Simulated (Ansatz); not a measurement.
# Harmonic thermodynamics of Hf3TiN4

Theory: Ansatz 0.2.0, DFT PBE, scalar-relativistic, plane waves, PAW. Cutoff 420 eV, 12×12×4 k-points (Γ-centred), Fermi-Dirac smearing of 0.15 eV. No spin polarisation. Phonons by linear response, acoustic sum rule imposed.

Equilibrium structure at this level:
```yaml
crystal:
  lattice:
    - [3.17773, 0.00000, 0.00000]
    - [0.00000, 3.17773, 0.00000]
    - [0.00000, 0.00000, 8.97682]
  atoms:
    - { symbol: Hf, position: [0.50000, 0.50000, 0.24006] }
    - { symbol: Hf, position: [0.00000, 0.00000, 0.50000] }
    - { symbol: Hf, position: [0.50000, 0.50000, 0.75994] }
    - { symbol: Ti, position: [0.00000, 0.00000, 0.00000] }
    - { symbol: N, position: [0.00000, 0.00000, 0.24600] }
    - { symbol: N, position: [0.50000, 0.50000, 0.50000] }
    - { symbol: N, position: [0.00000, 0.00000, 0.75400] }
    - { symbol: N, position: [0.50000, 0.50000, 0.00000] }
```

The structure comes from a generated guess, relaxed at this level; another structure or a mixture of phases may lie lower. In a metal, frequencies and elastic constants depend on the k mesh and the smearing, soft modes and shear constants most. Spin–orbit coupling is left out, which matters for heavy elements. The q mesh is coarse, so values between its points are rough.

Force constants from linear response on a 2×2×1 q mesh, interpolated to a fine mesh.

Phonon density of states, in bins of 10 cm⁻¹:
bin centre (cm⁻¹), share of modes (%) and a bar:
```
        5        0.0
       15        0.0
       25        0.0
       35        0.1
       45        0.1
       55        0.2 #
       65        0.3 #
       75        0.5 ##
       85        0.7 ###
       95        1.2 #####
      105        2.8 ###########
      115        5.1 ####################
      125        7.9 ##############################
      135        5.6 #####################
      145        4.3 ################
      155        5.2 ####################
      165        6.1 #######################
      175        2.9 ###########
      185        2.4 #########
      195        0.6 ##
      205        0.2 #
      215        1.3 #####
      225        2.4 #########
      235        0.2 #
      245        0.0
      255        0.0
      265        0.0
      275        0.0
      285        0.0
      295        0.0
      305        0.0
      315        0.0
      325        0.0
      335        0.0
      345        0.0
      355        0.0
      365        0.0
      375        0.0
      385        0.6 ##
      395        2.8 ###########
      405        3.5 #############
      415        1.0 ####
      425        0.6 ##
      435        1.5 ######
      445        5.2 ####################
      455        1.3 #####
      465        2.6 ##########
      475        1.6 ######
      485        0.0
      495        0.9 ###
      505        3.5 #############
      515        6.3 ########################
      525        7.5 ############################
      535        4.8 ##################
      545        2.0 ########
      555        0.0
      565        0.0
      575        0.0
      585        0.0
      595        0.0
      605        1.8 #######
      615        2.3 #########
```

Question: Give the zero-point energy per atom.

Answer: 59.3 meV.

Question: How large are the vibrational entropy and heat capacity at 300 K?

Answer: S = 2.65 k_B and C_V = 2.40 k_B per atom, 80 % of the Dulong–Petit value.

Question: Tabulate them against temperature.

Answer:
| T (K) | F_vib (meV/atom) | S (k_B/atom) | C_V (k_B/atom) |
| --- | --- | --- | --- |
| 100 | 57.3 | 0.71 | 1.13 |
| 200 | 46.5 | 1.76 | 1.95 |
| 300 | 27.4 | 2.65 | 2.40 |
| 400 | 1.4 | 3.37 | 2.63 |
| 500 | -30.4 | 3.97 | 2.75 |
| 600 | -66.8 | 4.48 | 2.82 |
| 700 | -107.4 | 4.92 | 2.87 |
| 800 | -151.5 | 5.30 | 2.90 |
| 900 | -198.7 | 5.65 | 2.92 |
| 1000 | -248.7 | 5.95 | 2.93 |
